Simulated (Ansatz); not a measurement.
# CdF₂, a database entry at a rescaled volume

```
CELL_PARAMETERS angstrom
0.00000 2.68210 2.68210
2.68210 0.00000 2.68210
2.68210 2.68210 0.00000
ATOMIC_POSITIONS crystal
Cd 0.00000 0.00000 0.00000
F 0.25000 0.25000 0.25000
F 0.75000 0.75000 0.75000
```

Method: PBEsol, no spin polarisation; PAW, plane waves to 420 eV, 8×8×8 Γ-centred mesh, cold occupations (width 0.0759 eV) (Ansatz 0.2.0), atoms fixed.

Task: Is it stable against the elements?

Result: -2.17 eV an atom against the elements' usual phases (free molecules for gases, crystals otherwise, with no correction for O₂ or N₂), so it is bound against them; other compounds may still compete. Relaxing would lower it.

Task: What does the stress say?

Result: The pressure is 1.2 GPa (compression positive), so with the atoms held at these fractions the cell would first expand.

Task: What is the band gap?

Result: The gap is 2.98 eV, indirect (the least direct gap found is 3.45 eV).

Task: What do density and ELF say about some of the short contacts?

Result: Cd–F at 2.32 Å: least valence density 0.32 e/Å³ and ELF 0.08 there. F–F at 2.68 Å: least valence density 0.10 e/Å³ and ELF 0.03 there, a closed-shell (ionic or weak) contact. These are pseudo-fields; inside the PAW spheres they differ from the all-electron ones.

Task: Which orbitals make up the band edges?

Result: Within 0.7 eV of the edges, the states project mainly on F p (85 %) and Cd d (14 %) below the gap and on Cd s (76 %) and F s (16 %) above it.

Origin: a database entry at a rescaled volume.
